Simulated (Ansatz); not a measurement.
TiAl: from a starting cell to a relaxed one

The start is a generated cell, TiAl placed in the CuPt structure type. Cell shape, volume and atoms are optimised at zero target pressure with PBE (plane waves to 420 eV, PAW, scalar-relativistic; Ansatz, a program for electronic structure). First-step values are on the input's coarse k-mesh.

Ansatz input (later rounds restart from its end on a renewed k-mesh):
Ansatz 0.2 input:
```yaml
crystal:
  lattice:
    - [1.4375461, 0.8299676, 4.593048]
    - [-1.4375461, 0.8299676, 4.593048]
    - [0, -1.6599352, 4.593048]
  atoms:
    - { symbol: Al, position: [0, 0, 0] }
    - { symbol: Ti, position: [0.5, 0.5, 0.5] }
basis: { ecutwfc: 420, ecutrho_ratio: 4, xc_grid: 2, fft_grid_basis: typed }
kpoints: { mp_grid: { grid: [13, 13, 13] } }
hamiltonian:
  xc: pbe
  dispersion: none
  pseudopotentials: { azcp: { folder: ./paw }, kind: paw }
scf: { occupations: { method: fermi_dirac, width: 0.05 } }
relax: { f_tol: 0.01, max_steps: 100, cell: { stress_tol: 0.02 } }
output: { forces: true, stress: true }
```

How large is the pressure on the unrelaxed cell, and of which sign?

+2.6 GPa (positive: the cell is compressed).

How does the volume per atom move from start to end?

+2.3 %, from 16.44 to 16.81 Å³/atom.

How do the shortest distances between atoms change?

The closest pairs of elements (up to four, under 3.6 Å), start → end: Al–Ti 2.83 → 2.87 Å; Al–Al 2.88 → 2.88 Å; Ti–Ti 2.88 → 2.88 Å.

What band gap does the relaxed structure have at this level?

Zero (metallic).

Write out the relaxed structure.


```cif
data_Al3Ti3
_chemical_formula_sum 'Al3 Ti3'
_space_group_name_H-M_alt 'R-3m :H'
_space_group_IT_number 166
_space_group_name_Hall '-R 3 2"'
_cell_length_a 2.88456
_cell_length_b 2.88456
_cell_length_c 14.00088
_cell_angle_alpha 90.000
_cell_angle_beta 90.000
_cell_angle_gamma 120.000
loop_
_atom_site_label
_atom_site_type_symbol
_atom_site_symmetry_multiplicity
_atom_site_Wyckoff_symbol
_atom_site_fract_x
_atom_site_fract_y
_atom_site_fract_z
_atom_site_occupancy
Al1 Al 3 a 0.00000 0.00000 0.00000 1
Ti1 Ti 3 b 0.00000 0.00000 0.50000 1
```
(The calculation used a cell of 2 atoms; values per cell refer to that cell.)

The space group stays R-3m (No. 166) (the run could not lower it); the end is AFLOW prototype AB_hR2_166_a_b (L1_1, as in CuPt), with 2 atoms in the primitive cell. Final values are on a 19×19×19 k-mesh of the relaxed cell. No spin polarisation in the result.

The run could not lose the symmetry of its start: the end is stationary, and may be a saddle point rather than a minimum.

All atoms sit on sites fixed by symmetry, so only the cell could relax.

The relaxed structure here is a generated cell of TiAl: the first start was made by placing the elements on the sites of a structure type, and the end was not matched to a known phase here, so it may be hypothetical. Known forms of TiAl include space group No. 123.
